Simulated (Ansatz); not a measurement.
Simulated powder pattern, Cu Kα, λ = 1.54184 Å (kinematic, ideal powder, no thermal factors, no anomalous dispersion; the 30 strongest lines at most, above 1 %, up to 2θ = 90°):

```csv
2θ (°),I/Imax (%)
16.68,52
20.46,72
29.09,35
31.48,100
33.72,6.6
35.83,18
39.76,5.2
41.61,22
43.40,22
46.80,43
48.43,54
50.02,16
51.58,6.1
53.10,63
57.50,3.4
63.05,6.6
64.39,7.7
65.72,3.7
67.04,8.1
69.63,5.8
72.18,7.3
74.69,14
75.94,3.6
77.18,12
78.41,8.5
79.64,6.3
82.08,3.1
84.51,11
86.92,6.9
89.33,15
```

The pattern belongs to a structure relaxed with PBE in the plane-wave PAW code Ansatz.

Task: Which of these materials gives this?
(A) Ge, I-43m (Ge on 2a, Ge on 8c, Ge on 12d, Ge on 24g)
(B) TiGe2, fluorite or antifluorite type
(C) HfGe2, fluorite
(D) Ge2Rh, P6/mmm (Rh on 1a, Ge on 2d)

Result: A, Ge, I-43m (Ge on 2a, Ge on 8c, Ge on 12d, Ge on 24g)

Task: Give the lattice parameters.

Result: a = 10.632 Å.

The start of the workflow was typed in or built on a structure type; neither database checked (COD, Materials Project) lists it. It is not the phase usual at ambient conditions (space group No. 227). The PBE relaxation kept the symmetry of its start; its stability against distortions is not shown here.

Potentials: the later of the program's two PAW sets.
